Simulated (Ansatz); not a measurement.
ZnHgTe2 in space group R3m (No. 160; Zn on 3a, Hg on 3a, Te on 3a, Te on 3a) at seven volumes, the program Ansatz at the PBEsol level (PAW), shape and atoms relaxed at each. One row is withheld.

| V (Å³/atom) | P (GPa) |
|---|---|
| 28.305 | 5.32 |
| 29.238 | 3.22 |
| 30.171 | 1.47 |
| 31.104 | -0.01 |
| 32.037 | -1.25 |
| 32.971 | -2.29 |
| 33.904 | ? |

Fit the shown pressures and predict the withheld one.

P = (3/2)B₀(x^(7/2) − x^(5/2))[1 + (3/4)(B′ − 4)(x − 1)] with x = (V₀/V)^(2/3). Least squares on the six rows gives V₀ = 31.098 Å³/atom, B₀ = 45.1 GPa, B′ = 4.81. At V = 33.904, x = 0.9440 and P = -3.17 GPa. The run itself gave -3.16 GPa.

The first step of the workflow began from a Materials Project structure, measured or hypothetical; the Crystallography Open Database copy checked does not list it. Whether it is the stable phase at ambient conditions was not checked. The PBEsol relaxation kept the symmetry of its start; its stability against distortions is not shown here. Scalar-relativistic: spin–orbit coupling is off unless named, which matters more the heavier the elements.

Potentials: the later of the program's two PAW sets.
